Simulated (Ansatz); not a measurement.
The cell is COD entry 1523145, as deposited and not checked against the literature; nothing was relaxed. It is an old determination, and later ones may differ.

An input for MgTl: DFT, LDA, all-electron LAPW, scalar-relativistic (Ansatz 0.2.0).

Command: `ansatz run input.yaml --threads 1 --pin off --max-ram 3072MiB --backend cpu --events-out ev --progress --plain --runs-dir out` The run took 11 s on 1 thread of Intel(R) Xeon(R) Platinum 8488C (Sapphire Rapids), on a shared host, peak memory 0.34 GiB.

```yaml
crystal:
  lattice:
    - [3.635, 0.0, 0.0]
    - [0.0, 3.635, 0.0]
    - [0.0, 0.0, 3.635]
  atoms:
    - { symbol: Mg, position: [0.0, 0.0, 0.0] }
    - { symbol: Tl, position: [0.5, 0.5, 0.5] }
kpoints:
  mp_grid: { grid: [9, 9, 9] }
  band_path:
    path:
      - [0.0, 0.0, 0.0]
      - [0.0, 0.5, 0.0]
      - [0.5, 0.5, 0.0]
      - [0.0, 0.0, 0.0]
      - [0.5, 0.5, 0.5]
      - [0.0, 0.5, 0.0]
      - [0.5, 0.5, 0.5]
      - [0.5, 0.5, 0.0]
    npoints: 14
scf:
  occupations: { method: fermi_dirac, width: 0.05 }
hamiltonian:
  xc: lda
  pseudopotentials: { kind: all_electron, lapw: { basis_error: 0.0005 } }
output:
  forces: true
  stress: true
  eigenvalues: true
  populations: true
  dos: { projected: true, de: 0.2, e_range: [-14, 8] }
```

Set-up and iterations as logged by Ansatz (the results part is left out, to be predicted):

```
Mg: projections on atomic orbitals take those of the free atom 1s2 2s2 2p6 3s2, of charge +0.00 (hamiltonian.pseudopotentials.projection_atoms)
Tl: projections on atomic orbitals take those of the free atom 1s2 2s2 2p6 3s2 3p6 3d10 4s2 4p6 4d10 4f14 5s2 5p6 5d10 6s2 6p1, of charge +0.00 (hamiltonian.pseudopotentials.projection_atoms)
LAPW: plane waves up to 6.688 Å⁻¹, error target 5.0e-4 eV per atom; small_component_spin mean_spin; Mg in spheres of 1.404 Å, 10 of its electrons in bands, Dirac shells []; Tl in spheres of 1.744 Å, 35 of its electrons in bands, Dirac shells []
Engine: ansatz 0.2.0
Pseudopotentials: kind: all_electron
Pseudopotential: Mg, LAPW, valence charge 10, Koelling and Harmon's equation, gaussian nucleus
Pseudopotential: Tl, LAPW, valence charge 35, Koelling and Harmon's equation, gaussian nucleus
Functional definition: SPW92
  exchange = slater_x
  correlation = pw_c
Crystal: 2 atoms, lattice volume = 48.030 Å³
Basis set: ecut = 170.4169920343672 eV, 251 PW (Γ), exchange–correlation at level 2
Bands: 27, of which v1, the nominal top of the filled ones, is band 23 counted from 1 (22 counted from 0)
Symmetry: 48 space group operations
Space group: Pm-3m (ITA 221), of the structure as read, at distance tolerance 3.6e-5 Å
k-points: 35 of 729
Non-local potential: Mg, projectors of the file, none
Non-local potential: Tl, projectors of the file, none
Initial density: superposition of atomic densities (chi_scale 0.1, normalization cell, long waves kept (reshape's long-wave potential 0.00 eV rms))
Initial wavefunctions: plane waves of lowest kinetic energy (no species holds an atomic orbital)
Functional: x = slater, c = lda
iter 1 solved again at ethr=3.20e-4 eV; its pass at ethr=1.00e-1 eV (dr2=1.44e-1 eV) is discarded
SCF iter   1: F=—  HF=-555908.445898 eV  |F-HF|=—  |Δ(HF+E_count)|=         —  Δρ=1.19e-2  dr2=1.44e-1  ethr=3.20e-4  ⟨swp⟩=2.8  Hψ=6089  notcnv=0
SCF iter   2: F=—  HF=-555908.370368 eV  |F-HF|=—  |Δ(HF+E_count)|=   7.55e-2  Δρ=8.28e-3  dr2=7.97e-2  ethr=3.20e-4  ⟨swp⟩=2.0  Hψ=2839  notcnv=0
SCF iter   3: F=—  HF=-555908.345807 eV  |F-HF|=—  |Δ(HF+E_count)|=   2.46e-2  Δρ=3.49e-3  dr2=1.43e-2  ethr=1.77e-4  ⟨swp⟩=2.0  Hψ=2901  notcnv=0
SCF iter   4: F=—  HF=-555908.337957 eV  |F-HF|=—  |Δ(HF+E_count)|=   7.85e-3  Δρ=1.38e-3  dr2=2.41e-3  ethr=3.18e-5  ⟨swp⟩=2.0  Hψ=2805  notcnv=0
iter 5 solved again at ethr=2.52e-7 eV; its pass at ethr=5.35e-6 eV (dr2=1.14e-4 eV) is discarded
SCF iter   5: F=—  HF=-555908.337786 eV  |F-HF|=—  |Δ(HF+E_count)|=   1.71e-4  Δρ=3.21e-4  dr2=1.13e-4  ethr=2.52e-7  ⟨swp⟩=2.0  Hψ=4751  notcnv=0
SCF iter   6: F=—  HF=-555908.337652 eV  |F-HF|=—  |Δ(HF+E_count)|=   1.35e-4  Δρ=7.24e-5  dr2=2.49e-6  ethr=2.52e-7  ⟨swp⟩=2.0  Hψ=2805  notcnv=0
SCF iter   7: F=—  HF=-555908.337652 eV  |F-HF|=—  |Δ(HF+E_count)|=   2.20e-7  Δρ=1.52e-5  dr2=1.32e-7  ethr=5.54e-9  ⟨swp⟩=2.0  Hψ=2805  notcnv=0
SCF iter   8: F=-555908.337652 eV  HF=-555908.337652 eV  |F-HF|=1.92e-8  |Δ(HF+E_count)|=   1.71e-8  Δρ=2.28e-6  dr2=3.47e-9  ethr=2.92e-10  ⟨swp⟩=2.0  Hψ=2805  notcnv=0
```

Question: What pressure will this run report?

Answer: -2.41 GPa (positive in compression).

Question: Is there a band gap?

Answer: none: with an odd electron count and no spin polarisation the bands can't all be full, a metal in this set-up (spin order or a larger cell could open a gap).
